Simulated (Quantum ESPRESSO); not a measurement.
```cif
data_Ba4S4
_chemical_formula_sum 'S4 Ba4'
_space_group_name_H-M_alt 'Fm-3m'
_space_group_IT_number 225
_space_group_name_Hall '-F 4 2 3'
_cell_length_a 6.39261
_cell_length_b 6.39261
_cell_length_c 6.39261
_cell_angle_alpha 90.000
_cell_angle_beta 90.000
_cell_angle_gamma 90.000
loop_
_atom_site_label
_atom_site_type_symbol
_atom_site_symmetry_multiplicity
_atom_site_Wyckoff_symbol
_atom_site_fract_x
_atom_site_fract_y
_atom_site_fract_z
_atom_site_occupancy
S1 S 4 b 0.50000 0.50000 0.50000 1
Ba1 Ba 4 a 0.00000 0.00000 0.00000 1
```
(The calculation used a cell of 2 atoms; values per cell refer to that cell.)

The PBEsol cell relaxed from Materials Project entry mp-1500 was given an isotropic strain of +1 % on all lattice vectors, and the atoms were relaxed again.

What does norm-conserving PBEsol (Quantum ESPRESSO, 57 Ry, scalar-relativistic) give for the electronic structure near the Fermi level?

The PBEsol gap is indirect, 2.09 eV, from Γ to X; the smallest direct gap is 2.20 eV.
